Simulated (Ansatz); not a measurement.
MoPt:
```xyz
2
Lattice="2.7303 0.0000 0.0000 0.0000 2.7303 0.0000 0.0000 0.0000 4.1344" Properties=species:S:1:pos:R:3 pbc="T T T"
Pt     0.0000     0.0000     0.0000
Mo     1.3651     1.3651     2.0672
```

Relaxed with PBE. Special points in fractions of this cell's reciprocal vectors: Γ (0.000, 0.000, 0.000); X (0.000, 0.500, 0.000); M (0.500, 0.500, 0.000); Z (0.000, 0.000, 0.500); R (0.000, 0.500, 0.500); A (0.500, 0.500, 0.500).

Problem. List the band energies nearest the Fermi level at these points for PBE with spin–orbit coupling (plane waves, PAW; program Ansatz).

Solution. In eV from the Fermi level; about four levels below and three above (degenerate sets whole), none deeper than 8.9 eV; points with the same levels are listed once.

```csv
k,below,above
Γ,-1.28 -1.28 -0.94 -0.94,1.31 1.31 2.34 2.34
X,-2.65 -2.65 -2.11 -2.11,0.06 0.06 1.42 1.42
M,-6.40 -6.40 -6.24 -6.24,0.02 0.02 0.05 0.05
Z,-1.38 -1.38 -1.14 -1.14,0.69 0.69 0.85 0.85
R,-2.34 -2.34 -0.67 -0.67,0.36 0.36 0.44 0.44
A,-2.87 -2.87 -2.78 -2.78,0.15 0.15 0.64 0.64
```

Space group P4/mmm (L1₀ or tetragonal B2). The start of the workflow was typed in or built on a structure type; neither database checked (COD, Materials Project) lists it. Whether it is the stable phase at ambient conditions was not checked. The cell was relaxed with PBE under the symmetry of its start; whether a distortion lowers the energy is not shown. No spin polarisation was allowed.

Potentials: the later of the program's two PAW sets.
